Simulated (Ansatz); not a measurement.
BeS in space group P6_422 (No. 181; Be on 3c, S on 3d), the program Ansatz at the PBE level (PAW). The conduction-band minimum lies on the M–K line, 8 % of the way from M, with 6 equivalent valleys. Second derivatives d²E/dk² of the lowest band at one valley (eV·Å²), along Cartesian directions:

```csv
direction,d²E/dk²
[100],12.54
[010],13.53
[001],26.91
[110],13.09
[101],19.80
[011],20.20
```

Task: Find the principal effective masses, the density-of-states mass and the conductivity mass.

Result: Off-diagonal terms follow from H_xy = H[110] − (H_xx + H_yy)/2, and m*/mₑ = 7.620 eV·Å² over each eigenvalue: 0.28, 0.56, 0.61. One valley's DOS mass (m₁m₂m₃)^(1/3) = 0.46, conductivity mass 3/(Σ 1/mᵢ) = 0.43 mₑ.

Task: What effective density of states Nc follows at 300 K for parabolic valleys?

Result: Nc = 2.509e19 × 6 × (0.46)^(3/2) ≈ 4.7e19 cm⁻³.

The start of the workflow was typed in or built on a structure type; neither database checked (COD, Materials Project) lists it. COD files the formula under space group No. 216, so this cell is another polymorph or a model. Its standing as an ambient phase is unchecked. The PBE relaxation kept the symmetry of its start; its stability against distortions is not shown here.

Potentials: the earlier of the program's two PAW sets.

Edges and masses are those of Kohn–Sham bands, whose gap is no quasiparticle gap.
